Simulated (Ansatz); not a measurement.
In r²SCAN+D4 (plane waves, PAW; program Ansatz), CdSiN₂ in the trigonal phase (R-3m; Cd on 3b, Si on 3a, N on 6c) relaxes to a = 2.898 Å, c = 17.898 Å. Cd has 2 nearest neighbours from 2.05 Å (linear); Si has 6 nearest neighbours from 1.92 Å (octahedral); N has 4 nearest neighbours from 1.92 Å (tetrahedral). Against the elements it lies at -0.27 eV/atom, with no fitted shifts.

The Kohn–Sham gap is 0.36 eV (indirect). The screened hybrid HSE06 puts the gap at 0.86 eV. Gap from r²SCAN+D4 with spin–orbit coupling: 0.35 eV. The hole mass is 0.36, 1.9, 2.4 mₑ (principal values).

Bader charges are Cd +0.73, Si +3.14, N -1.93 e.

The start of the workflow was typed in or built on a structure type; neither database checked (COD, Materials Project) lists it. Its standing as an ambient phase is unchecked. The cell was relaxed with r²SCAN+D4 under the symmetry of its start; its stability against distortions is not shown here. The volume moved by -44 % from the start of the relaxation. The references are the lowest solids computed at this level, not always the standard phases (solids in place of the gases). Scalar-relativistic: spin–orbit coupling is off unless named, which matters more the heavier the elements.

Potentials: the earlier of the program's two PAW sets.
